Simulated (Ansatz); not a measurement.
Bi$_{2}$Se$_{3}$ (Bi2Te3 type, space group R-3m)

```
CELL_PARAMETERS angstrom
      2.04075     1.17823     9.22135
     -2.04075     1.17823     9.22135
      0.00000    -2.35646     9.22135
ATOMIC_POSITIONS crystal
  Bi 0.40186 0.40186 0.40186
  Bi 0.59814 0.59814 0.59814
  Se 0.00000 0.00000 0.00000
  Se 0.20781 0.20781 0.20781
  Se 0.79219 0.79219 0.79219
```

The slice is a (-1 1 0 4) plane (indices of the conventional cell) through the point (0.000, 0.000, 0.000) (fractional), spanned by u = [1 0 -1] and v = [1 -1 1] in vectors of this cell: u (4.08 Å) and v (10.36 Å, at 90° to u). It covers one period; positions are fractions (u, v).

Method: PBEsol-D3(BJ) (plane waves to 420 eV, PAW, scalar-relativistic; Ansatz, a quantum-chemistry and plane-wave program). k mesh 9×9×9. These are valence fields of a PAW run, semicore shells included where kept as valence: close to a nucleus they are smooth pseudo fields. At this level the bands of Bi2Se3 touch or barely overlap; measurements give the solid a gap. Bi2Se3 was relaxed with its symmetry unable to fall. Spin-orbit coupling is left out, though Bi is heavy. The PAW data are Ansatz's earlier set.

Task: Predict the map of the electrostatic potential energy of an electron, from the cell's mean on the slice.

Result: 
```
|xx:%%%:x|
| :#%%%#:|
|**#%%%#*|
|-=#%%%#=|
| .+=:=+.|
| :-xxx-:|
|=+.xxx.+|
|%%+xxx+%|
|@@%+-+%@|
|@@@%%%@@|
|@@%+-+%@|
|%%+xxx+%|
|=+.xxx.+|
| :-xxx-:|
| .+=:=+.|
|-=#%%%#=|
|**#%%%#*|
| :#%%%#:|
|xx:%%%:x|
|xx #%# x|
```
Scale: ten equal steps from -1.00 (start of ' ') to 7.87 (end of '@'), in the order ' .:-=+*#%@'. Values: electrostatic potential energy of an electron, from the cell's mean, in eV. The map has 8 points along u (one character each, u = 0 at the left) and 20 along v (v = 0 in the bottom row). Points within 1 Å of a nucleus are blanked (x), as the pseudised field means little there. Values under -1 eV are set to -1. The zero, the cell's mean, hangs on the PAW cores.
